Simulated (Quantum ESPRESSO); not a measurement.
```xyz
5
Lattice="3.5147 0.0000 0.0000 -1.7574 3.0439 0.0000 0.0000 0.0000 17.5000" Properties=species:S:1:pos:R:3 pbc="T T T"
H      0.0000     2.0292     2.0799
H      1.7574     1.0146    -2.0799
O      0.0000     2.0292     1.1153
O      1.7574     1.0146    -1.1153
Ca     0.0000     0.0000     0.0000
```

The layer was cut from Materials Project entry mp-23879 and relaxed with LDA in a cell 17.5 Å high, with the Coulomb interaction truncated along z.

### Question
What does LDA (pw.x of Quantum ESPRESSO, ONCV potentials, no spin-orbit coupling) give for the electronic structure near the Fermi level?

### Answer
The LDA gap is direct, 3.68 eV at Γ. The valence-band maximum lies 4.99 eV below the vacuum level. 

This is a model layer cut from the bulk structure; whether it is stable on its own was not checked.
